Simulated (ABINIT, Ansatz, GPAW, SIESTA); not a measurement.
**One calculation of Sn3Se, 5 ways**

```
Sn Se
1.0
     4.74188    0.00000    0.00000
     0.00000    4.74188    0.00000
     0.00000    0.00000    4.74188
Sn Se
3 1
Direct
  0.50380 0.50400 0.99810
  0.51121 0.99162 0.49897
  0.00419 0.50945 0.51201
  0.00479 0.99229 0.99972
```

The cell comes from a database or a generator and needn't be the stable form of this composition.

Atoms were shifted at random by some hundredths of an Å from the given cell, which wasn't relaxed again for these runs.

Alike in all runs: task single point; functional PBEsol; k mesh 6 × 6 × 6; occupations fermi-dirac, width 0.05 eV; no spin polarisation; no spin-orbit coupling. A missing gap at this level doesn't show that the real crystal is a metal. Pressure is positive in compression and, in plane waves, holds the error of the finite cutoff, which Ansatz's Pulay term estimates and takes out.

```csv
program and potentials,plane-wave cutoff (eV),notes,band gap (eV),pressure (GPa),largest force (eV/Å),energy over the undisturbed cell (meV/atom)
"Ansatz, Ansatz PAW",420,"potentials made for PBE, which Ansatz adapts in part; 14.5 valence electrons an atom on average; Pulay term of +0.03 GPa included",no gap,-2.57,0.149,0.94
"ABINIT, PseudoDojo NC SR PBEsol v0.4.1 standard",1170,14.5 valence electrons an atom on average,no gap,-2.51,0.153,1.02
"Ansatz, all-electron LAPW, scalar-relativistic",-,-,no gap,-2.57,0.149,-
"GPAW, PAW data sets generated for this functional",600,12 valence electrons an atom on average,?,?,?,?
"SIESTA, files PseudoDojo sr-pbesol-0.4.1-standard, DZP (energy shift 0.003 Ry; two zetas on semicore shells)",-,atomic basis; 14.5 valence electrons an atom on average,no gap,-1.70,0.200,2.10
```

**Question.** Estimate from the other rows what the run with GPAW, PAW data sets generated for this functional gave.

**Answer.** No band gap; pressure -2.75 GPa; largest force 0.146 eV/Å; energy over the undisturbed cell 0.85 meV/atom. The other rows, which needn't bracket it: pressure -2.57 to -1.70; largest force 0.149 to 0.200; energy over the undisturbed cell 0.94 to 2.10.
